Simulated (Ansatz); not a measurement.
Ti:
```cif
data_Ti2
_chemical_formula_sum 'Ti2'
_space_group_name_H-M_alt 'P 1'
_space_group_IT_number 1
_cell_length_a 2.86485
_cell_length_b 2.86485
_cell_length_c 4.53043
_cell_angle_alpha 90.000
_cell_angle_beta 90.000
_cell_angle_gamma 120.000
loop_
_space_group_symop_operation_xyz
  'x, y, z'
loop_
_atom_site_label
_atom_site_type_symbol
_atom_site_fract_x
_atom_site_fract_y
_atom_site_fract_z
_atom_site_occupancy
Ti1 Ti 0.33333 0.66667 0.25000 1
Ti2 Ti 0.66667 0.33333 0.75000 1
```

Relaxed with LDA.

Decompose the optical modes at the zone centre into irreducible representations, and say which are infrared and Raman allowed.

Point group 6/mmm: Γ_opt = B1g + E2g. Infrared: none. Raman: E2g.

Assign frequencies (DFPT, LDA in the plane-wave PAW code Ansatz).

E2g 106, B1g 215 cm⁻¹.

Subscripts of B labels follow the axes of the standard setting.

Space group P6_3/mmc (hcp (Mg type)). The cell was relaxed with LDA under the symmetry of its start; of distortions, only those at the zone centre were tested. No spin polarisation was allowed. As this level gives no gap, phonon frequencies hold no LO–TO term and depend on the k-mesh and smearing (Fermi–Dirac, 0.1 eV here).

Potentials: the earlier of the program's two PAW sets.
